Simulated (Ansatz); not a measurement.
This MgFeC4N4 structure is the end of a relaxation. The cell was found from a structure generator's guess, not taken from experiment.

These are results of Ansatz, DFT PBE, scalar-relativistic, plane waves, PAW, not measurements. Cutoff 420 eV, Γ-centred mesh, Gaussian smearing, collinear spin.

```
CELL_PARAMETERS angstrom
6.01418 0.00000 0.00000
0.00000 6.01418 0.00000
0.00000 0.00000 6.01418
ATOMIC_POSITIONS crystal
Mg 0.50000 0.50000 0.50000
Fe 0.00000 0.00000 0.00000
C 0.19130 0.19130 0.19130
C 0.19130 0.80870 0.80870
C 0.80870 0.19130 0.80870
C 0.80870 0.80870 0.19130
N 0.30347 0.30347 0.30347
N 0.30347 0.69653 0.69653
N 0.69653 0.30347 0.69653
N 0.69653 0.69653 0.30347
```

The zero of energy is the elements' standard structures at the same level (N₂ as a molecule); no fitted shifts are applied.

Problem. Find its symmetry and describe it.

Solution. P-43m (No. 215). Conventional cell: a = 6.014 Å. Mg has 4 N at 2.05 Å; Fe has 4 C at 1.99 Å; around C lie 1 N at 1.17 Å and 1 Fe at 1.99 Å; N is surrounded by 1 C at 1.17 Å and 1 Mg at 2.05 Å.

Problem. How far does it lie from the elements in energy?

Solution. +0.14 eV/atom. It can't be a ground state, since the elements alone are lower.

Problem. Is it a metal?

Solution. Yes, bands cross the Fermi level on the 6×6×6 mesh.

Problem. Which magnetic moments does it keep?

Solution. 0.40 μB per atom net, the space between the atoms included; by site: Fe 2.9 μB.

Problem. From what recipe could a structure generator have reached it?

Solution. One such recipe: two interpenetrating cyanide-bridged diamond nets (P-43m, No. 215). Other recipes can lead to the same cell.

The last run used collinear spin, a 6×6×6 mesh for its 10-atom cell and Gaussian smearing of 0.10 eV. In such compounds of Fe a zero gap at this level may well be an artefact, since no Hubbard U is applied. The reference form of C is held partly by dispersion forces, which this level lacks. Another magnetic order may lie lower. A structure relaxed within its symmetry needn't be a true minimum.
